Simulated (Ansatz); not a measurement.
Sheets of one type (M2XT2 MXene (fcc sites)-type), DFT-PBE in the program Ansatz with PAW potentials; HSE06 gaps on those cells.

```csv
layer,a (Å),thickness (Å)
Cr2CO2,…,…
Cr2CF2,3.039,4.42
Ti2CO2,3.029,4.43
Zr2CO2,3.307,4.63
W2CO2,3.110,4.49
Hf2CO2,3.274,4.63
```

### Question
Complete the blanks.

### Answer

- Cr2CO2, a (Å): 2.894
- Cr2CO2, thickness (Å): 4.41

Spin orders computed, not proven ground states: Cr2CO2, M2XT2 MXene (fcc sites)-type layer ferromagnetic; Cr2CF2, M2XT2 MXene (fcc sites)-type layer antiferromagnetic. All cells were relaxed under the symmetry of their starts (and spin orders); stability against distortions was not tested throughout. Rows with no word on spin ran without spin polarisation. No Hubbard U is applied. Scalar-relativistic: spin–orbit coupling is off unless named, which matters more the heavier the elements. Constructed layers (a layer type filled with these elements): Cr2CO2, M2XT2 MXene (fcc sites)-type layer; Cr2CF2, M2XT2 MXene (fcc sites)-type layer; Ti2CO2, M2XT2 MXene (fcc sites)-type layer; Zr2CO2, M2XT2 MXene (fcc sites)-type layer; W2CO2, M2XT2 MXene (fcc sites)-type layer; Hf2CO2, M2XT2 MXene (fcc sites)-type layer.

Potentials: the later of the program's two PAW sets.
